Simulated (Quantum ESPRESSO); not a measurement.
# Ir3Ag4Ti: one run as intended and one with a planted mistake

Simulated, not a measurement. The program is pw.x of Quantum ESPRESSO 7.5 (plane-wave density functional theory). The cell is made up: eight metal atoms on a face-centred cubic lattice, with elements, volume, strain and displacements drawn at random and not relaxed, so it may be unstable or far from any real phase. PseudoDojo standard norm-conserving files set the functional (PBE unless stated); there is no spin polarisation or spin-orbit coupling, the Fermi-Dirac width of 0.25 eV means electrons at about 2900 K, and the masses in the input are unused placeholders. Heavy elements are run without spin-orbit coupling, which real alloys of them have. A spin test at this wide smearing found no moment, but such smearing suppresses magnetism that the real alloy may have.

Intended input:

```
&control calculation='scf', pseudo_dir='./dojo.nc.sr.pbe.v0_5.standard.upf', outdir='./o', disk_io='minimal', tprnfor=.true., tstress=.true. /
&system ibrav=0, nat=8, ntyp=3, nbnd=84, ecutwfc=84.00895049, nosym=.true., tot_charge=0,
 occupations='smearing', smearing='fd', degauss=0.0183746611
/
&electrons conv_thr=1.470e-08, electron_maxstep=70, mixing_beta=0.5 /
ATOMIC_SPECIES
Ag 1.0 Ag.upf
Ir 1.0 Ir.upf
Ti 1.0 Ti.upf
CELL_PARAMETERS angstrom
0.0339 -1.9411 -1.9461
-4.0214 2.0536 -1.9908
5.9035 5.8573 -4.0277
ATOMIC_POSITIONS angstrom
Ir -0.0511 -0.1142 -0.0433
Ag -0.1434 1.9385 -1.9952
Ir -0.0706 3.9144 -3.992
Ti 3.9049 4.0669 -3.9642
Ag -1.998 0.0137 -1.9803
Ag -2.0335 1.9719 -4.1097
Ag 2.0046 1.9713 -4.0673
Ir 1.9603 4.0064 -5.8635
K_POINTS automatic
8 5 3 1 1 1
```

The log is shortened where brackets say so; the opening notice, blank lines, dates and the lines on written files are dropped, and the path of the files is cut. It prints rydbergs, bohrs and kilobars, and counts compression as positive stress. Its total energy is the free energy E - TS of the whole cell.

Log of the intended run:

```
     Program PWSCF v.7.5
     Parallel version (MPI & OpenMP), running on       4 processor cores
     Number of MPI processes:                 4
     Threads/MPI process:                     1
     [start-up lines left out]
     bravais-lattice index     =            0
     lattice parameter (alat)  =       5.1946  a.u.
     unit-cell volume          =     835.4501 (a.u.)^3
     number of atoms/cell      =            8
     number of atomic types    =            3
     number of electrons       =       139.00
     number of Kohn-Sham states=           84
     kinetic-energy cutoff     =      84.0090  Ry
     charge density cutoff     =     336.0358  Ry
     scf convergence threshold =      1.5E-08
     mixing beta               =       0.5000
     number of iterations used =            8  plain     mixing
     Exchange-correlation= PBE
                           (   1   4   3   4   0   0   0)
     [axes and pseudopotential details left out]
   Cartesian axes
     site n.     atom                  positions (alat units)
         1        Ir     tau(   1) = (  -0.0185894  -0.0415442  -0.0157519  )
         2        Ag     tau(   2) = (  -0.0521668   0.7051971  -0.7258237  )
         3        Ir     tau(   3) = (  -0.0256832   1.4239998  -1.4522295  )
         4        Ti     tau(   4) = (   1.4205438   1.4794770  -1.4421163  )
         5        Ag     tau(   5) = (  -0.7268423   0.0049839  -0.7204033  )
         6        Ag     tau(   6) = (  -0.7397567   0.7173475  -1.4950470  )
         7        Ag     tau(   7) = (   0.7292433   0.7171293  -1.4796225  )
         8        Ir     tau(   8) = (   0.7131276   1.4574680  -2.1330530  )
     number of k points=    60  Fermi-Dirac smearing, width (Ry)=  0.0184
                       cart. coord. in units 2pi/alat
        k(    1) = (  -0.0088755   0.0156307  -0.1040268), wk =   0.0333333
        k(    2) = (  -0.1252371  -0.1012147   0.0104915), wk =   0.0333333
     [further k points left out]
     Dense  grid:    86911 G-vectors     FFT dimensions: (  32,  60, 108)
     Estimated max dynamical RAM per process >     377.11 MB
     Estimated total dynamical RAM >       1.41 GB
     Initial potential from superposition of free atoms
     starting charge     138.9961, renormalised to     139.0000
     Starting wfcs are   80 randomized atomic wfcs +    4 random wfcs
     total cpu time spent up to now is        6.2 secs
     per-process dynamical memory:   306.8 Mb
     Self-consistent Calculation
     iteration #  1     ecut=    84.01 Ry     beta= 0.50
     Davidson diagonalization with overlap
     ethr =  1.00E-02,  avg # of iterations =  3.0
     total cpu time spent up to now is       23.2 secs
     total energy              =   -2046.32440807 Ry
     estimated scf accuracy    <       5.42629121 Ry
     iteration #  2     ecut=    84.01 Ry     beta= 0.50
     Davidson diagonalization with overlap
     ethr =  3.90E-03,  avg # of iterations =  4.2
     total cpu time spent up to now is       43.2 secs
     total energy              =   -2041.12463806 Ry
     estimated scf accuracy    <     126.25211590 Ry
     [iterations 3 to 17 left out]
     iteration # 18     ecut=    84.01 Ry     beta= 0.50
     Davidson diagonalization with overlap
     ethr =  4.41E-11,  avg # of iterations =  1.8
     total cpu time spent up to now is      284.0 secs
     total energy              =   -2049.78473827 Ry
     estimated scf accuracy    <       0.00000002 Ry
     iteration # 19     ecut=    84.01 Ry     beta= 0.50
     Davidson diagonalization with overlap
     ethr =  1.69E-11,  avg # of iterations =  1.1
     total cpu time spent up to now is      297.2 secs
     End of self-consistent calculation
     [lines on levels left out]
!    total energy              =   -2049.78473827 Ry
     estimated scf accuracy    <          8.3E-10 Ry
     smearing contrib. (-TS)   =      -0.09131691 Ry
     internal energy E=F+TS    =   -2049.69342137 Ry
     The total energy is F=E-TS. E is the sum of the following terms:
     one-electron contribution =    -641.01164796 Ry
     hartree contribution      =     406.94736125 Ry
     xc contribution           =    -334.03491744 Ry
     ewald contribution        =   -1481.59421721 Ry
     convergence has been achieved in  19 iterations
     Forces acting on atoms (cartesian axes, Ry/au):
     atom    1 type  2   force =    -0.01575773   -0.02694274    0.03815127
     atom    2 type  1   force =     0.03329251    0.00398860   -0.01163348
     atom    3 type  2   force =     0.05231382    0.05501934   -0.05455289
     atom    4 type  3   force =     0.04147992   -0.01039942   -0.00243192
     atom    5 type  1   force =    -0.02096282    0.00234119   -0.00373446
     atom    6 type  1   force =    -0.02252679    0.00769334    0.01384390
     atom    7 type  1   force =    -0.01136167   -0.01513070    0.03062903
     atom    8 type  2   force =    -0.05647724   -0.01656962   -0.01027143
     Total force =     0.142643     Total SCF correction =     0.000075
     Computing stress (Cartesian axis) and pressure
          total   stress  (Ry/bohr**3)                   (kbar)     P=       77.92
   0.00044432   0.00016337  -0.00003331           65.36       24.03       -4.90
   0.00016337   0.00055482   0.00015470           24.03       81.62       22.76
  -0.00003331   0.00015470   0.00059002           -4.90       22.76       86.79
     init_run     :      5.79s CPU      6.00s WALL (       1 calls)
     electrons    :    285.85s CPU    290.97s WALL (       1 calls)
     forces       :      2.40s CPU      2.40s WALL (       1 calls)
     stress       :      8.32s CPU      8.33s WALL (       1 calls)
     [timing details left out]
     PWSCF        :   5m 2.61s CPU   5m 8.01s WALL
     JOB DONE.
```

A second run has one planted mistake: one coordinate of one atom is wrong. The input lines that differ:

```
- Ag 2.0046 1.9713 -4.0673
+ Ag 2.0046 1.8413 -4.0673
```

Its log:

```
     Program PWSCF v.7.5
     Parallel version (MPI & OpenMP), running on       4 processor cores
     Number of MPI processes:                 4
     Threads/MPI process:                     1
     [start-up lines left out]
     bravais-lattice index     =            0
     lattice parameter (alat)  =       5.1946  a.u.
     unit-cell volume          =     835.4501 (a.u.)^3
     number of atoms/cell      =            8
     number of atomic types    =            3
     number of electrons       =       139.00
     number of Kohn-Sham states=           84
     kinetic-energy cutoff     =      84.0090  Ry
     charge density cutoff     =     336.0358  Ry
     scf convergence threshold =      1.5E-08
     mixing beta               =       0.5000
     number of iterations used =            8  plain     mixing
     Exchange-correlation= PBE
                           (   1   4   3   4   0   0   0)
     [axes and pseudopotential details left out]
   Cartesian axes
     site n.     atom                  positions (alat units)
         1        Ir     tau(   1) = (  -0.0185894  -0.0415442  -0.0157519  )
         2        Ag     tau(   2) = (  -0.0521668   0.7051971  -0.7258237  )
         3        Ir     tau(   3) = (  -0.0256832   1.4239998  -1.4522295  )
         4        Ti     tau(   4) = (   1.4205438   1.4794770  -1.4421163  )
         5        Ag     tau(   5) = (  -0.7268423   0.0049839  -0.7204033  )
         6        Ag     tau(   6) = (  -0.7397567   0.7173475  -1.4950470  )
         7        Ag     tau(   7) = (   0.7292433   0.6698372  -1.4796225  )
         8        Ir     tau(   8) = (   0.7131276   1.4574680  -2.1330530  )
     number of k points=    60  Fermi-Dirac smearing, width (Ry)=  0.0184
                       cart. coord. in units 2pi/alat
        k(    1) = (  -0.0088755   0.0156307  -0.1040268), wk =   0.0333333
        k(    2) = (  -0.1252371  -0.1012147   0.0104915), wk =   0.0333333
     [further k points left out]
     Dense  grid:    86911 G-vectors     FFT dimensions: (  32,  60, 108)
     Estimated max dynamical RAM per process >     377.11 MB
     Estimated total dynamical RAM >       1.41 GB
     Initial potential from superposition of free atoms
     starting charge     138.9961, renormalised to     139.0000
     Starting wfcs are   80 randomized atomic wfcs +    4 random wfcs
     total cpu time spent up to now is        5.6 secs
     per-process dynamical memory:   306.8 Mb
     Self-consistent Calculation
     iteration #  1     ecut=    84.01 Ry     beta= 0.50
     Davidson diagonalization with overlap
     ethr =  1.00E-02,  avg # of iterations =  3.0
     total cpu time spent up to now is       20.8 secs
     total energy              =   -2046.33382841 Ry
     estimated scf accuracy    <       5.40497990 Ry
     iteration #  2     ecut=    84.01 Ry     beta= 0.50
     Davidson diagonalization with overlap
     ethr =  3.89E-03,  avg # of iterations =  4.2
     total cpu time spent up to now is       39.0 secs
     total energy              =   -2041.15293134 Ry
     estimated scf accuracy    <     126.41772149 Ry
     [iterations 3 to 16 left out]
     iteration # 17     ecut=    84.01 Ry     beta= 0.50
     Davidson diagonalization with overlap
     ethr =  4.08E-11,  avg # of iterations =  2.5
     total cpu time spent up to now is      244.3 secs
     total energy              =   -2049.78399294 Ry
     estimated scf accuracy    <       0.00000218 Ry
     iteration # 18     ecut=    84.01 Ry     beta= 0.50
     Davidson diagonalization with overlap
     ethr =  4.08E-11,  avg # of iterations =  2.0
     total cpu time spent up to now is      257.8 secs
     End of self-consistent calculation
     [lines on levels left out]
!    total energy              =   -2049.78399302 Ry
     estimated scf accuracy    <       0.00000001 Ry
     smearing contrib. (-TS)   =      -0.09142895 Ry
     internal energy E=F+TS    =   -2049.69256407 Ry
     The total energy is F=E-TS. E is the sum of the following terms:
     one-electron contribution =    -646.10748400 Ry
     hartree contribution      =     409.50647274 Ry
     xc contribution           =    -334.03304694 Ry
     ewald contribution        =   -1479.05850587 Ry
     convergence has been achieved in  18 iterations
     Forces acting on atoms (cartesian axes, Ry/au):
     atom    1 type  2   force =    -0.01628257   -0.02744496    0.03870651
     atom    2 type  1   force =     0.02770416    0.00005794   -0.01137746
     atom    3 type  2   force =     0.06565811    0.04474995   -0.05417999
     atom    4 type  3   force =     0.03625682   -0.01371138   -0.00180621
     atom    5 type  1   force =    -0.02107578    0.00232771   -0.00379484
     atom    6 type  1   force =    -0.02286346    0.00047546    0.02182022
     atom    7 type  1   force =    -0.01320559    0.02096349    0.01159148
     atom    8 type  2   force =    -0.05619170   -0.02741821   -0.00095970
     Total force =     0.142442     Total SCF correction =     0.000894
     Computing stress (Cartesian axis) and pressure
          total   stress  (Ry/bohr**3)                   (kbar)     P=       77.31
   0.00045830   0.00015846  -0.00003359           67.42       23.31       -4.94
   0.00015846   0.00053690   0.00016026           23.31       78.98       23.57
  -0.00003359   0.00016026   0.00058135           -4.94       23.57       85.52
     init_run     :      5.31s CPU      5.49s WALL (       1 calls)
     electrons    :    247.82s CPU    252.27s WALL (       1 calls)
     forces       :      2.19s CPU      2.19s WALL (       1 calls)
     stress       :      7.64s CPU      7.64s WALL (       1 calls)
     [timing details left out]
     PWSCF        :   4m23.03s CPU   4m27.73s WALL
     JOB DONE.
```

```
                                            intended run  run with the mistake
                          free energy (eV)    -27888.742            -27888.732
         entropy term -TS, part of it (eV)        -1.242                -1.244
                            pressure (GPa)          7.79                  7.73
size of the largest force component (eV/Å)         1.452                 1.688
largest change of a force component (eV/Å)                               0.928
                                iterations            19                    18
```

For scale, a rerun of the intended cell at a higher cutoff and on a denser mesh moved values by no more than 0.014 eV in energy, 0.15 GPa in stress and 0.009 eV/Å in force, and a second program with other atomic files agreed on that cell to 2 % rms in force and 0.5 GPa in pressure.